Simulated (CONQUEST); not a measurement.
Consider a self-consistent single point of TePb (Fm-3m, 8 atoms in the cell; from Materials Project mp-19717, changed as shown).

```
CELL_PARAMETERS angstrom
      6.41095     0.00000     0.00000
      0.00000     6.41095     0.00000
      0.00000     0.00000     6.41095
ATOMIC_POSITIONS crystal
  Te 0.00000 0.00000 0.00000
  Te 0.00000 0.50000 0.50000
  Te 0.50000 0.00000 0.50000
  Te 0.50000 0.50000 0.00000
  Pb 0.50000 0.00000 0.00000
  Pb 0.50000 0.50000 0.50000
  Pb 0.00000 0.00000 0.50000
  Pb 0.00000 0.50000 0.00000
```

Level of theory: PBE, numerical atomic orbitals double-zeta with polarisation (the shipped basis), PseudoDojo norm-conserving potentials made for PBE run with CONQUEST.

CONQUEST settings:

| setting | value |
|---|---|
| basis | DZP |
| Diag.MPMeshX, Y, Z | 4 4 4 |
| potentials | PseudoDojo norm-conserving PBE |
| Grid.GridCutoff | 175 Ha |
| DM.SolutionMethod | diagon |
| Diag.kT | 0.001837 Ha |
| Diag.GammaCentred | true |
| minE.SCTolerance | 1.0e-06 |
| SC.MaxIters | 100 |
| SC.LinearMixingFactor | 0.5 |
| AtomMove.TypeOfRun | static |

Results:

```
Quantity                                                   Value
------------------------------------------------  --------------
Number of valence electrons                                  120
Number of bands                                              144
Number of k-points after the program's reduction              51
Size of the basis                                            144
Number of SCF iterations                                       6
FFT grid                                            80 × 80 × 80
Free energy E − TS                                -19074.7376 eV
Top of the valence band (on the code's own zero)        -4.31 eV
Gap on the k-point mesh                                  0.76 eV
Pressure                                                3.53 GPa
```

The gap is read on the k-point mesh of the run and can differ from the gap over the whole zone at this level.

For comparison: a first run was changed to give this one (lattice scaled by 0.98), and from it to this one the free energy rises by 26.3 meV/atom, the pressure goes from 0.56 to 3.53 GPa and the gap on the mesh goes from 0.876 to 0.760 eV.

Spin-orbit coupling is left out, which matters for bands and gaps with elements this heavy. The program uses no crystal symmetry, so grid and mesh can part values that symmetry would make equal. The atom-centred basis is finite, which shifts total energies, pressures and gaps against plane waves. The structure comes from a collection of computed structures, made at another level of theory; the collection holds predicted forms beside known ones.

Cost on one core: roughly 70 core-seconds.
